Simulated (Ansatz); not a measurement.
Surface loss at microwave frequencies, Drude damping in the near infrared and electronic heat conduction all follow from the resistivity and the plasma energy of a metal.

The reference row is fcc Ag. Frequency 100 GHz, photon energy 1.0 eV, T = 300 K, Lorenz number 2.44×10⁻⁸ WΩ/K². All rows are cubic metals, run without spin polarisation.

Computed with Ansatz, a plane-wave PAW program. resistivity, plasma energy, N(E_F): PBEsol, Boltzmann equation with harmonic phonons, 300 K, mean over directions.

Not checked to be the ambient phase: TiTc (CsCl type); TiPd3 (Cu3Au type); TiZn3 (Cu3Au type); TiRe (CsCl type). Spin–orbit coupling is left out unless named.

Model: R_s = √(πfμ₀ρ) = 6.283 mΩ × √(f ρ); ħγ = ħε₀ω_p²ρ = 0.1345 meV × (ħω_p)² ρ; quality = ω/γ; κ_e = L₀T/ρ = 732/ρ.

```csv
crystal,ρ (μΩ·cm),ħω_p (eV),N(E_F) (states/eV/atom),surface resistance (mΩ),damping ħγ (meV),Drude quality,electronic κ (W/(m·K))
"fcc Ag, reference",1.6,9.2,0.26,79,18.2,55,460
TiTc (CsCl type),7.1,7.9,0.78,170,59.6,17,100
TiPd3 (Cu3Au type),12,2.6,0.29,220,10.9,92,61
TiZn3 (Cu3Au type),22,4.6,0.86,290,62.6,16,33
TiC (rock salt),12,3.6,0.14,220,20.9,26,61
TiRe (CsCl type),5.5,7.9,0.60,150,46.2,22,130
```

Question: One entry in the column «Drude quality» was worked out wrongly. Which, and what should it be?

Answer: The row of TiC shows 26. From its own inputs, Drude quality: 1000/20.9 = 48. The other rows agree with the rules.

With the correction: In order of Drude quality, highest first: TiPd3 (Cu3Au type) (92 ± 17), fcc Ag (55 ± 10) ≈ TiC (48 ± 9.0), TiRe (CsCl type) (22 ± 4.1) ≈ TiTc (CsCl type) (17 ± 3.2) ≈ TiZn3 (Cu3Au type) (16 ± 3.0). The ± follows from allowances picked for this note (resistivity 12 %, plasma energy 4 %, 12 % for the model), carried to first order and added in quadrature; ≈ joins neighbours closer than their two ± added in quadrature. At the edge of that rule, so that a last digit could turn the call: TiRe (CsCl type) and TiTc (CsCl type). 1 of the 5 others clearly beat the reference on this figure.

Only phonon scattering is included, so films lose more. Interband absorption, often the larger optical loss, is outside the Drude quality. Resistivities move by up to 12 % from half the mesh. The rows are a sample of cubic metals; oxides, V to Ni (no spin in these runs) and Tl, Pb, Bi were not drawn. Limits of the draw: cubic metals without O, V to Ni, Tl, Pb or Bi. As a rule kept out of such tables: 4f compounds, open-shell compounds run without a Hubbard term, cells found unstable in the tests at hand, cells close to a higher symmetry, and runs set to a pressure or over 12 % in volume from the crystal's fullest run.
